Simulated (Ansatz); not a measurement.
## Bi2Se3: gradients before and after relaxing the atoms

Start: a Materials Project structure (computed, not necessarily an observed phase), atoms as given.

```cif
data_structure
_symmetry_space_group_name_H-M 'P 1'
_symmetry_Int_Tables_number 1
_cell_length_a 10.2655
_cell_length_b 10.2655
_cell_length_c 10.2655
_cell_angle_alpha 23.559
_cell_angle_beta 23.559
_cell_angle_gamma 23.559
_cell_volume 151.78
loop_
_atom_site_label
_atom_site_type_symbol
_atom_site_fract_x
_atom_site_fract_y
_atom_site_fract_z
_atom_site_occupancy
Bi1 Bi 0.39843 0.39843 0.39843 1
Bi2 Bi 0.60157 0.60157 0.60157 1
Se3 Se 0.00000 0.00000 0.00000 1
Se4 Se 0.21571 0.21571 0.21571 1
Se5 Se 0.78429 0.78429 0.78429 1
```

Atom numbers follow the list; atoms alike are taken as one site, whose name carries the number of the first.

Computed with Ansatz: DFT, PBE, plane waves and PAW, scalar-relativistic, 420 eV cutoff, Γ-centred 8×8×8 k-points, Fermi–Dirac smearing 0.02 eV.

The largest force at the start is 0.071 eV/Å. Relaxing the ions at fixed cell moves them by 0.018 Å at most (atom 4, Se) and 0.013 Å rms. End positions:

```
CELL_PARAMETERS angstrom
2.09568 1.20994 9.97623
-2.09568 1.20994 9.97623
0.00000 -2.41989 9.97623
ATOMIC_POSITIONS crystal
Bi 0.39818 0.39818 0.39818
Bi 0.60182 0.60182 0.60182
Se 0.00000 0.00000 0.00000
Se 0.21632 0.21632 0.21632
Se 0.78368 0.78368 0.78368
```

```json
{"site": "Bi", "atom": "1", "moved (Å)": "0.008", "first shell before": "6 Se at 2.89–3.11 Å", "first shell after": "6 Se at 2.88–3.10 Å", "V_zz before (10²¹ V/m²)": "0.38", "η before": "0.00"}
{"site": "Se3", "atom": "3", "moved (Å)": "0.000", "first shell before": "6 Bi at 3.11 Å", "first shell after": "6 Bi at 3.10 Å", "V_zz before (10²¹ V/m²)": "7.29", "η before": "0.00"}
{"site": "Se4", "atom": "4", "moved (Å)": "0.018", "first shell before": "3 Bi at 2.89 Å", "first shell after": "3 Bi at 2.88 Å", "V_zz before (10²¹ V/m²)": "-2.66", "η before": "0.00"}
```

Problem. How do the gradients change?

Solution. 

| site | atom | V_zz after | η after | change of V_zz |
| --- | --- | --- | --- | --- |
| Bi | 1 | 0.36 | 0.00 | -0.02 |
| Se3 | 3 | 7.04 | 0.00 | -0.25 |
| Se4 | 4 | -3.13 | 0.00 | -0.47 |

The largest change of V_zz is on Se4, from -2.66 to -3.13. In per cent, |V_zz| changes by -4 to +18 on Se (all sites that start above 0.5).

Spin–orbit coupling is left out, which shifts gradients on Bi by a few per cent in wide-gap crystals, and can shift them far more where the calculated gap is small or absent, as here. With a gap of 0.4 eV on this mesh, small gradients can still move by 0.1 × 10²¹ V/m² or more as the k-mesh gets denser.
